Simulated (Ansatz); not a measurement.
ZnCu2SnS4:
```cif
data_Cu4S8Sn2Zn2
_chemical_formula_sum 'Zn2 Cu4 Sn2 S8'
_space_group_name_H-M_alt 'I-42m'
_space_group_IT_number 121
_space_group_name_Hall 'I -4 2'
_cell_length_a 5.40464
_cell_length_b 5.40464
_cell_length_c 10.85189
_cell_angle_alpha 90.000
_cell_angle_beta 90.000
_cell_angle_gamma 90.000
loop_
_atom_site_label
_atom_site_type_symbol
_atom_site_symmetry_multiplicity
_atom_site_Wyckoff_symbol
_atom_site_fract_x
_atom_site_fract_y
_atom_site_fract_z
_atom_site_occupancy
Zn1 Zn 2 a 0.00000 0.00000 0.00000 1
Cu1 Cu 4 d 0.00000 0.50000 0.25000 1
Sn1 Sn 2 b 0.00000 0.00000 0.50000 1
S1 S 8 i 0.25758 0.25758 0.36714 1
```
(The calculation used a cell of 8 atoms; values per cell refer to that cell.)

Relaxed with r²SCAN.

Task: Which orbitals make up the states near the band edges in r²SCAN in the plane-wave PAW code Ansatz?

Result: Top 1 eV of the valence band: Cu 3d 58 %, S 3p 35 %. Bottom 1 eV of the conduction band: S 3p 46 %, Sn 5s 30 %, S 3s 7 %, Cu 3d 5 %, outside the projected shells 5 %. Projections are on Löwdin-orthogonalised atomic valence shells; empty p or d shells of many metals are not among them.

Task: Tabulate the density of states.

Result: States/eV per cell of 8 atoms, in 0.25 eV bins, energy from the valence-band maximum.

| E (eV) | total | S 3p | Cu 3d | Zn 3d |
|---|---|---|---|---|
| -7.85 | 0.00 | 0.00 | 0.00 | 0.00 |
| -7.60 | 16.52 | 1.41 | 0.04 | 14.65 |
| -7.35 | 20.39 | 1.26 | 0.07 | 18.45 |
| -7.10 | 3.09 | 0.28 | 0.02 | 2.41 |
| -6.85 | 0.00 | 0.00 | 0.00 | 0.00 |
| -6.60 | 0.82 | 0.49 | 0.02 | 0.04 |
| -6.35 | 2.94 | 1.87 | 0.08 | 0.08 |
| -6.10 | 5.40 | 3.54 | 0.24 | 0.10 |
| -5.85 | 3.37 | 2.22 | 0.17 | 0.08 |
| -5.60 | 4.37 | 2.90 | 0.24 | 0.18 |
| -5.35 | 4.89 | 3.28 | 0.42 | 0.18 |
| -5.10 | 2.95 | 2.01 | 0.27 | 0.11 |
| -4.85 | 6.25 | 4.41 | 0.59 | 0.18 |
| -4.60 | 7.48 | 5.27 | 0.93 | 0.13 |
| -4.35 | 9.00 | 6.41 | 1.40 | 0.15 |
| -4.10 | 12.76 | 8.67 | 3.52 | 0.10 |
| -3.85 | 8.53 | 5.20 | 2.79 | 0.25 |
| -3.60 | 9.63 | 6.08 | 2.62 | 0.46 |
| -3.35 | 7.80 | 5.09 | 1.96 | 0.39 |
| -3.10 | 1.80 | 1.34 | 0.29 | 0.10 |
| -2.85 | 0.00 | 0.00 | 0.00 | 0.00 |
| -2.60 | 0.00 | 0.00 | 0.00 | 0.00 |
| -2.35 | 0.08 | 0.00 | 0.07 | 0.00 |
| -2.10 | 13.14 | 0.27 | 12.40 | 0.01 |
| -1.85 | 18.92 | 1.04 | 17.04 | 0.04 |
| -1.60 | 10.19 | 1.31 | 8.29 | 0.03 |
| -1.35 | 10.25 | 1.86 | 7.67 | 0.02 |
| -1.10 | 8.15 | 1.82 | 5.62 | 0.02 |
| -0.85 | 6.95 | 2.10 | 4.30 | 0.03 |
| -0.60 | 7.05 | 2.59 | 4.04 | 0.03 |
| -0.35 | 4.37 | 1.84 | 2.32 | 0.02 |
| -0.10 | 0.89 | 0.42 | 0.44 | 0.01 |
| 0.15 | 0.00 | 0.00 | 0.00 | 0.00 |
| 0.40 | 0.01 | 0.00 | 0.00 | 0.00 |
| 0.65 | 0.08 | 0.03 | 0.01 | 0.00 |
| 0.90 | 0.68 | 0.31 | 0.04 | 0.00 |
| 1.15 | 2.10 | 0.98 | 0.10 | 0.00 |
| 1.40 | 3.08 | 1.52 | 0.18 | 0.01 |
| 1.65 | 1.96 | 1.03 | 0.10 | 0.00 |
| 1.90 | 0.09 | 0.05 | 0.00 | 0.00 |
| 2.15 | 0.19 | 0.02 | 0.01 | 0.00 |
| 2.40 | 1.02 | 0.12 | 0.03 | 0.00 |
| 2.65 | 1.71 | 0.22 | 0.04 | 0.00 |
| 2.90 | 3.83 | 0.54 | 0.08 | 0.00 |
| 3.15 | 4.49 | 0.71 | 0.08 | 0.00 |
| 3.40 | 3.92 | 0.66 | 0.06 | 0.00 |
| 3.65 | 6.02 | 1.05 | 0.09 | 0.00 |
| 3.90 | 4.12 | 0.86 | 0.05 | 0.00 |
| 4.15 | 3.41 | 0.75 | 0.04 | 0.00 |
| 4.40 | 3.98 | 0.78 | 0.03 | 0.00 |
| 4.65 | 3.62 | 0.60 | 0.03 | 0.00 |
| 4.90 | 3.73 | 0.47 | 0.03 | 0.00 |
| 5.15 | 2.71 | 0.29 | 0.02 | 0.00 |

The workflow started from a Materials Project entry (that database holds measured and hypothetical structures alike); the Crystallography Open Database copy checked does not list it. It is not the phase usual at ambient conditions (space group No. 82). The cell was relaxed with r²SCAN under the symmetry of its start; whether a distortion lowers the energy is not shown. The run is not spin-polarised. Scalar-relativistic: spin–orbit coupling is off unless named, which matters more the heavier the elements.

Potentials: the later of the program's two PAW sets.
